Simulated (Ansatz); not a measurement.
# What a change of settings does: Si (diamond type)

First run: DFT, r2SCAN, PAW with Ansatz's default frozen-core files, scalar-relativistic (Ansatz 0.2.0).

Command: `ansatz run input.yaml --threads 2 --pin off --max-ram 4096MiB --backend cpu --events-out ev --progress --plain --runs-dir out` It took 2.9 s on 2 threads of Arm Neoverse V2, with other jobs on the host, peak memory 0.48 GiB.

```yaml
crystal:
  lattice:
    - [-2.7221022929, 2.7221022929, 0.0]
    - [0.0, 0.0, 5.4442045858]
    - [2.7221022929, 2.7221022929, 0.0]
  atoms:
    - { symbol: Si, position: [0.5, 0.375, 0.25] }
    - { symbol: Si, position: [0.0, 0.875, 0.75] }
    - { symbol: Si, position: [0.0, 0.125, 0.25] }
    - { symbol: Si, position: [0.5, 0.625, 0.75] }
kpoints:
  mp_grid: { grid: [7, 5, 7] }
scf:
  occupations: { method: fermi_dirac, width: 0.02 }
hamiltonian:
  xc: r2scan
  pseudopotentials: { kind: paw }
output:
  forces: true
  stress: true
  eigenvalues: true
```

The base cell comes from a relaxation on PAW files under the same functional.

This run: bulk in the slab's orientation.

It converges in 6 SCF iterations at a pressure of 0.01 GPa, cutoff 500 eV.

A second input differs as follows:

```diff
 crystal:
-  lattice:
+  Lattice:
   occupations: { method: fermi_dirac, width: 0.02 }
+  max_iter: 80
 hamiltonian:
```

Task: What is wrong with it, and what does the program do?

Result: The change was made to test a misspelt key. The run is refused before any iteration. The log ends:
```
Error: YAML parse error: error: line 2 column 3: unknown field `Lattice`, expected one of checkpoint, saddle_side, structure_sha256, lattice, periodic, space_group, setting, atoms, reduce_to_primitive, conventional_axes, supercell, defects, symmetry, host
 --> <input>:2:3
  |
1 | crystal:
2 |   Lattice:
  |   ^ unknown field `Lattice`, expected one of checkpoint, saddle_side, structure_sha256, lattice, periodic, space_group, setting, atoms, reduce_to_primitive, conventional_axes, supercell, defects, symmetry, host
3 |     - [-2.7221022929, 2.7221022929, 0.0]
4 |     - [0.0, 0.0, 5.4442045858]
  |
```
